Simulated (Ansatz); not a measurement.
Cell and atoms are relaxed with the symmetry kept. Start:

```cif
data_structure
_symmetry_space_group_name_H-M 'P 1'
_symmetry_Int_Tables_number 1
_cell_length_a 5.4780
_cell_length_b 5.4780
_cell_length_c 5.4780
_cell_angle_alpha 60.000
_cell_angle_beta 60.000
_cell_angle_gamma 60.000
_cell_volume 116.24
loop_
_atom_site_label
_atom_site_type_symbol
_atom_site_fract_x
_atom_site_fract_y
_atom_site_fract_z
_atom_site_occupancy
Ca1 Ca 0.00000 0.00000 0.00000 1
Au1 Au 0.75000 0.75000 0.75000 1
Au2 Au 0.37500 0.87500 0.37500 1
Au3 Au 0.37500 0.37500 0.87500 1
Au4 Au 0.37500 0.37500 0.37500 1
Au5 Au 0.87500 0.37500 0.37500 1
```

All numbers below come from Ansatz, DFT PBEsol, scalar-relativistic, plane waves, PAW.

Plane waves to 420 eV, a k mesh through Γ of 8×8×8 on the computed 6-atom cell and Gaussian smearing (0.10 eV); no spin polarisation.

Task: What does it relax to?

Result: The volume decreases by 0.20 Å³/atom to 19.17 Å³/atom, and the energy falls by 1.1 meV/atom. Final structure:
```
CELL_PARAMETERS angstrom
0.00000 3.86007 3.86007
3.86007 0.00000 3.86007
3.86007 3.86007 0.00000
ATOMIC_POSITIONS crystal
Ca 0.00000 0.00000 0.00000
Au 0.75000 0.75000 0.75000
Au 0.37530 0.87410 0.37530
Au 0.37530 0.37530 0.87410
Au 0.37530 0.37530 0.37530
Au 0.87410 0.37530 0.37530
```

Spin–orbit coupling is left out, which can shift energies with elements as heavy as these.

Cost: 1 run of about 1.6 core-minutes, on Arm Neoverse V1 (shared hosts).